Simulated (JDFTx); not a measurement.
Input for a modified build of JDFTx: ethylene carbonate, C3H4O3 (SMILES O=C1OCCO1), charge 0, multiplicity 1, SCCS (g09 parameters), water, no salt; lengths in bohr, energies in hartree. The run starts from orbitals saved by an earlier run of the same system.

```
lattice \
  22.6767134955 0.0000000000 0.0000000000 \
  0.0000000000 19.8421243086 0.0000000000 \
  0.0000000000 0.0000000000 18.8972612463
coords-type Cartesian
ion O -3.5791625123 -0.0000222973 0.0000157454 0
ion C -1.3418840497 -0.0000152138 -0.0000118809 0
ion O 0.0981547249 2.0939227773 0.0044642690 0
ion C 2.6928652436 1.4574548034 -0.0003023470 0
ion C 2.6928672760 -1.4574608098 0.0003049352 0
ion O 0.0981869969 -2.0939485594 -0.0044905973 0
ion H 3.5791300149 2.2598746270 1.6844213297 0
ion H 3.5724668855 2.2587678905 -1.6891973171 0
ion H 3.5791625123 -2.2598746270 -1.6844099399 0
ion H 3.5724890534 -2.2587636361 1.6891973171 0
ion-species pseudo/o_pbe_v1.2.upf
ion-species pseudo/c_pbe_v1.2.upf
ion-species pseudo/h_pbe_v1.4.upf
core-overlap-check none
elec-cutoff 20 100
elec-ex-corr gga-PBE
symmetries none
elec-n-bands 17
electronic-minimize nIterations 150 energyDiffThreshold 1e-7
fluid LinearPCM
pcm-variant SCCS_g09
fluid-solvent H2O
fluid-minimize nIterations 400 knormThreshold 1e-11
wavefunction read s0.wfns 20
dump-name s4.$VAR
dump End State Ecomponents EigStats BandEigs Forces ElecDensity IonicPositions FluidDebug
```

The log closes as follows.

```
[...]
ElecMinimize: Iter:   9  Etot: -67.720017986946374  |grad|_K:  2.315e-07  alpha:  6.696e-01  linmin: -7.147e-02
ElecMinimize: Iter:  10  Etot: -67.720018017550117  |grad|_K:  1.254e-07  alpha:  8.751e-01  linmin:  1.638e-04
ElecMinimize: Iter:  11  Etot: -67.720018025168827  |grad|_K:  6.482e-08  alpha:  7.857e-01  linmin:  7.350e-05
ElecMinimize: Converged (|Delta Etot|<1.000000e-07 for 2 iters).

# Ionic positions in cartesian coordinates:
ion O  -3.579162512300001  -0.000022297300000   0.000015745400000 0
ion O   0.098154724900000   2.093922777300000   0.004464269000000 0
ion O   0.098186996900000  -2.093948559400000  -0.004490597300000 0
ion C  -1.341884049700000  -0.000015213800000  -0.000011880900000 0
ion C   2.692865243600000   1.457454803400000  -0.000302347000000 0
ion C   2.692867276000000  -1.457460809800000   0.000304935200000 0
ion H   3.579130014900001   2.259874627000000   1.684421329700000 0
ion H   3.572466885500001   2.258767890500000  -1.689197317100000 0
ion H   3.579162512300001  -2.259874627000000  -1.684409939900000 0
ion H   3.572489053400000  -2.258763636100000   1.689197317100000 0

# Forces in Cartesian coordinates:
force O  -0.046278739816582  -0.000000975987897   0.000000297428228 0
force O  -0.012747292425014   0.014932261262218   0.000083423864224 0
force O  -0.012758039882646  -0.014930160130237  -0.000082977476613 0
force C   0.031511340664254  -0.000001734607141   0.000000337552470 0
force C   0.015419516672907  -0.006273832245800  -0.000067947067660 0
force C   0.015427666214321   0.006273973387197   0.000066504641274 0
force H   0.002394889891513   0.001621199027151   0.003683578298546 0
force H   0.002373717145739   0.001622981691671  -0.003679723452722 0
force H   0.002394201930632  -0.001620323888899  -0.003683056971540 0
force H   0.002372712993830  -0.001622935528815   0.003680116668151 0

# Energy components:
   A_diel =       -0.0133453933379886
   Eewald =       56.0459598091580489
       EH =      111.3052557795101478
     Eloc =     -260.8046051133287619
      Enl =        9.1373973645384776
      Exc =      -17.8346801822562142
 Exc_core =        0.2961717651347448
       KE =       34.1478279454127218
-------------------------------------
     Etot =      -67.7200180251688266
```

The run took 12 electronic cycles (a count that differs between repeats, as do the digits past 10⁻⁶ Ha); the total lies -0.31 eV from the vacuum run at this geometry.
